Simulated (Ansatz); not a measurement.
Al:
Space group I4/mcm (No. 140); a = 8.1364 Å, b = 8.1364 Å, c = 2.7189 Å, α = 90.00°, β = 90.00°, γ = 90.00°

```csv
atom,site,symmetry,x,y,z
Al,8h,m.2m,0.1472,0.3528,0.0000
```
(The calculation used a cell of 4 atoms; values per cell refer to that cell.)

Relaxed with r²SCAN.

Task: Tabulate the valence density and the electron localisation function along the shortest Al–Al contact (2.72 Å), r²SCAN (plane waves, PAW; program Ansatz).

Result: 

```tsv
distance from Al (Å)	density (e/Å³)	ELF
0.27	0.07	0.09
0.41	0.08	0.02
0.54	0.11	0.06
0.68	0.16	0.22
0.82	0.21	0.45
0.95	0.23	0.58
1.09	0.24	0.63
1.22	0.23	0.64
1.36	0.23	0.64
1.50	0.23	0.64
1.63	0.24	0.63
1.77	0.23	0.58
1.90	0.21	0.45
2.04	0.16	0.22
2.18	0.11	0.06
2.31	0.08	0.02
2.45	0.07	0.10
```

The density is the valence pseudo-density with augmentation charge, so density and ELF within about 1 Å of a nucleus are not all-electron values.

The start of the workflow was typed in or built on a structure type; neither database checked (COD, Materials Project) lists it. It is not the phase usual at ambient conditions (space group No. 225). Symmetry was held in the r²SCAN relaxation; whether a distortion lowers the energy is not shown. Axis ratios of metals converge slowly with the k-mesh, so a and c are less sure than the volume.

Potentials: the later of the program's two PAW sets.
